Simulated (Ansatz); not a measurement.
HgS:
```yaml
crystal:
  lattice:
    - [4.15768, 0.00000, 0.00000]
    - [-2.07884, 3.60066, 0.00000]
    - [0.00000, 0.00000, 6.77766]
  atoms:
    - { symbol: Hg, position: [0.66667, 0.33333, 0.49910] }
    - { symbol: Hg, position: [0.33333, 0.66667, 0.99910] }
    - { symbol: S, position: [0.66667, 0.33333, 0.87590] }
    - { symbol: S, position: [0.33333, 0.66667, 0.37590] }
```

Relaxed with PBEsol.

Problem. Map the electron localisation function on the plane through (0.667, 0.333, 0.499) spanned by u = [0, 0, 1] and v = [1, -1, 0] in lattice vectors, from the program Ansatz at the PBEsol level (PAW).

Solution. x is the fraction of u, y of v (the angle between them is 90°; rows are the nearest grid lines); atoms in the plane: Hg at (0.00, 0.00), Hg at (0.50, 0.67), S at (0.38, 0.00), S at (0.88, 0.67).
```
|87654325998400058987410000133455678|
|66554225899755789986310000123345566|
|55543224799999999874210000122234555|
|33322212468888875422110001233322223|
|22221111245665432222211112456654322|
|75311000011222334444332236899999987|
|87421000012223455555432247999999998|
|98641000012345567776542259995002689|
|98641000012345567776542259995002689|
|98631000012334556665542258997546899|
|76420000001223345554432236899999987|
|64210000001122233444332224678888876|
|21000000000011122222221111234454432|
|10000000000000111111110000112222111|
|00000000000000000000000000000000000|
|00000000000000000000000000000000000|
|00000000000000000000000000000000000|
|00000000000000000000000000000000000|
|11111000011222211100000000000001111|
|33332212346677765421000000001122233|
|44433222467888887642100000011222334|
|55543224799988999875210000122344555|
|66554225899754689986310000123345566|
|87654325998400058987410000133455678|
```
Scale: ten equal steps from 0.002 (start of '0') to 0.879 (end of '9'), in the order '0123456789'; x runs from 0.000 to 1.00, y from 0.000 (bottom) to 1.00 (top).

The density is the valence pseudo-density with augmentation charge, so density and ELF within about 1 Å of a nucleus are not all-electron values.

Space group P6_3mc (wurtzite). The workflow started from a Materials Project entry (that database holds measured and hypothetical structures alike); the Crystallography Open Database copy checked does not list it. COD files the formula under space group No. 152, 154, 166, 216, so this cell is another polymorph or a model. Its standing as an ambient phase is unchecked. Symmetry was held in the PBEsol relaxation; its stability against distortions is not shown here. Scalar-relativistic: spin–orbit coupling is off unless named, which matters more the heavier the elements.

Potentials: the later of the program's two PAW sets.
